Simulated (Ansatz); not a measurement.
## CsPbCl$_{3}$: the gap against volume

CsPbCl$_{3}$, Pm-3m, a = 5.672 Å. The structure is a COD entry; whether it is the stable form wasn't checked. Ansatz: r2SCAN, PAW, 500 eV, Γ-centred 6×6×6 mesh on 5 atoms, Gaussian smearing 0.02 eV; no spin polarisation. Symmetry fixes shape and atoms, so the cell is only scaled; x = ln(V/V0) with V0 = 36.496 Å³/atom. The gap is read at the mesh points alone.

| x | gap y (eV) |
| --- | --- |
| -0.0619 | 2.158 |
| -0.0305 | 2.315 |
| 0.0000 | 2.454 |
| 0.0296 | ? |
| 0.0583 | 2.683 |

Question: Fit a straight line to the other rows, give the volume deformation potential of the gap and its pressure coefficient, and predict the missing gap. B0 = 24.8 GPa.

Answer: Means x = -0.008525, y = 2.4025; Σ(Δx)² = 0.007870, ΣΔxΔy = 0.03416; the slope is their ratio. y = 2.4395 + 4.3401 x. The slope is the deformation potential a = dE_g/d ln V = 4.34 eV, and dE_g/dP = −a/B0 = -175 meV/GPa. At x = 0.0296 the fit asked for gives 2.568 eV. The run gave 2.576 eV, so the fit is 0.008 eV too low, within the rms miss on the fitted rows (0.011 eV).

Spin-orbit coupling is left out, which matters for the bands of heavy elements.

Symmetry holds off the tilts and polar distortions that many cubic perovskites undergo.

Cost: 5 runs of about 2.3 core-minutes in all, on Arm Neoverse V1 (shared hosts).